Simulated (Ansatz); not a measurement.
CsH at 1 GPa: from Born charge to LO–TO splitting and polaron coupling

These are results of DFT LDA, scalar-relativistic, plane waves, PAW in Ansatz, not measurements. Plane waves to 420 eV; Γ-centred k mesh 8×8×8; fixed occupations. No spin polarisation. Phonons by linear response, acoustic sum rule imposed.

The cell, relaxed at 1 GPa:
```yaml
crystal:
  lattice:
    - [3.58176, 0.00000, 0.00000]
    - [0.00000, 3.58176, 0.00000]
    - [0.00000, 0.00000, 3.58176]
  atoms:
    - { symbol: Cs, position: [0.00000, 0.00000, 0.00000] }
    - { symbol: H, position: [0.50000, 0.50000, 0.50000] }
```

Spin–orbit coupling is left out, which matters for heavy elements. The run warned that the force constants aren't converged on this k mesh, so the frequencies and all that is formed from them are rough.

Linear response gives ν_TO = 459.0 cm⁻¹, Born charges ±1.166 e (positive on Cs) and ε∞ = 4.335. The primitive cell holds 45.950 Å³, and the masses are 132.905 and 1.008 amu.

Q: Find ν_LO and the static dielectric constant.

A: The long-wave field adds a restoring force: ω_LO² − ω_TO² = Z*²e²/(ε_vac ε∞ μV). In these units ν_LO² − ν_TO² = 4.92064×10⁷ Z*²/(μ V ε∞) cm⁻², with μ = m₁m₂/(m₁ + m₂) = 1.000 amu: 335562 cm⁻². So ν_LO = √(459.0² + 335562) = 739.1 cm⁻¹, and the run gives 739.1. Lyddane–Sachs–Teller then gives ε0 = ε∞ (ν_LO/ν_TO)² = 11.24, against 11.24 in the run (it forms both from the same three quantities, so the match checks the arithmetic only). Between ν_TO and ν_LO the dielectric function is negative and an undamped crystal reflects fully: a reststrahlen band from 13.5 to 21.8 μm.

Q: What do the Clausius–Mossotti polarisability and the Szigeti charge come to?

A: With the Lorentz local field, α = (3V/4π)(ε∞ − 1)/(ε∞ + 2) = 5.78 Å³ for the pair, and e_S = 3Z*/(ε∞ + 2) = 0.55 e. The Born charge includes the electrons' response to the dipole's own local field, and e_S takes that enhancement out. The Lorentz field assumes point-like polarisable ions, a poor picture once ε∞ is this large, since the electron clouds then overlap or are shared, so both numbers are formal here.

Q: How strongly does a slow electron couple to the LO mode?

A: For one isotropic parabolic band, Fröhlich's constant is α_F = (1/ε∞ − 1/ε0) √(m* Ry/ħω_LO), with Ry = 13.606 eV, ħω_LO = 91.6 meV and m* in free-electron masses: α_F = 0.1417 × 12.19 × √m* = 1.73 √m*. The band mass isn't part of this run; for m* = 0.1, 0.3 and 1 it gives 0.55, 0.95, 1.73. In weak coupling the polaron lies α_F ħω_LO below the band edge (87 meV at m* = 0.3) with a mass m*(1 + α_F/6); past α_F of about 5 or 6 that expansion fails. A semilocal functional's ε∞ tends to be too large, which taken alone lowers α_F.

This CsCl-type form isn't the usual stable structure of the compound.